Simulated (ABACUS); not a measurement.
Convergence test for Ag (Fm-3m, 1 atom in the cell; from Materials Project mp-124)

```cif
data_Ag
_chemical_formula_sum 'Ag1'
_space_group_name_H-M_alt 'P 1'
_space_group_IT_number 1
_cell_length_a 2.90222
_cell_length_b 2.90222
_cell_length_c 2.90222
_cell_angle_alpha 60.000
_cell_angle_beta 60.000
_cell_angle_gamma 60.000
loop_
_space_group_symop_operation_xyz
  'x, y, z'
loop_
_atom_site_label
_atom_site_type_symbol
_atom_site_fract_x
_atom_site_fract_y
_atom_site_fract_z
_atom_site_occupancy
Ag1 Ag 0.00000 0.00000 0.00000 1
```

All values come from this method and carry its errors: PBE, numerical atomic orbitals TZP (confined pseudo-atomic orbitals with Gaussian additions; energy shift 0.01 Ry), PseudoDojo 0.5 standard norm-conserving PBE (tails mended) pseudopotentials run with ABACUS.

The atom-centred basis is finite, which shifts total energies and pressures against plane waves. The structure comes from a collection of computed structures, made at another level of theory; the collection holds predicted forms beside known ones.

Held fixed: basis = TZP numerical atomic orbitals, energy shift 0.01 Ry; KPT = Gamma 18 18 18 0 0 0; basis_type = lcao; dft_functional = PBE; smearing_method = fd; smearing_sigma = 0.00999582 Ry; potentials = PseudoDojo 0.5 standard norm-conserving PBE (tails mended); symmetry = 1; ks_solver = genelpa; scf_nmax = 100; scf_thr = 1.0e-06; mixing_type = pulay; mixing_beta = 0.7.

ΔF is the free energy per atom less that of the last row (200 Ry).

The series runs over ecutwfc = 40 Ry; 50 Ry; 60 Ry; 70 Ry; 80 Ry; 90 Ry; 100 Ry; 115 Ry; 130 Ry; 150 Ry; 175 Ry; 200 Ry.

| ecutwfc | ΔF (meV/atom) | pressure (GPa) |
|---|---|---|
| 40 Ry | -9.6 | 4.88 |
| 50 Ry | -1.12 | 3.71 |
| 60 Ry | -0.80 | 3.84 |
| 70 Ry | -0.41 | 3.74 |
| 80 Ry | -0.33 | 3.75 |
| 90 Ry | -0.17 | 3.77 |
| 100 Ry | -0.17 | 3.77 |
| 115 Ry | -0.05 | 3.81 |
| 130 Ry | -0.05 | 3.81 |
| 150 Ry | -0.04 | 3.80 |
| 175 Ry | 0.04 | 3.82 |
| 200 Ry | 0.00 | 3.81 |

The atomic orbitals were generated for these runs; they are not ABACUS's published sets and were checked against plane waves on a few crystals only.

“Tails mended”: in these copies of the files the far tail of each local potential was reset to the Coulomb form.
